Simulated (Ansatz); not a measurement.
**Ir (hcp): energy against volume**

Method: Ansatz 0.2.0, DFT, BLYP, plane waves (420 eV) with PAW, scalar-relativistic. (PAW data from PBE, frozen cores regenerated.)

The cell is scaled uniformly from the relaxed one, with fractional coordinates and shape fixed. Energies are extrapolated to zero smearing, pressures are those at the given smearing. Magnetic state: spin not included.

A Birch-Murnaghan fit gives V₀ = 15.31 Å³/atom, B₀ = 290 GPa, B₀′ = 5.2.

What are the energy above the minimum and the pressure at 14.111 Å³/atom?

100.7 meV/atom and 29.62 GPa as computed.

What are the energy above the minimum and the pressure at 14.725 Å³/atom?

22.0 meV/atom and 12.93 GPa as computed.

What are the energy above the minimum and the pressure at 17.179 Å³/atom?

162.3 meV/atom and -24.20 GPa as computed.
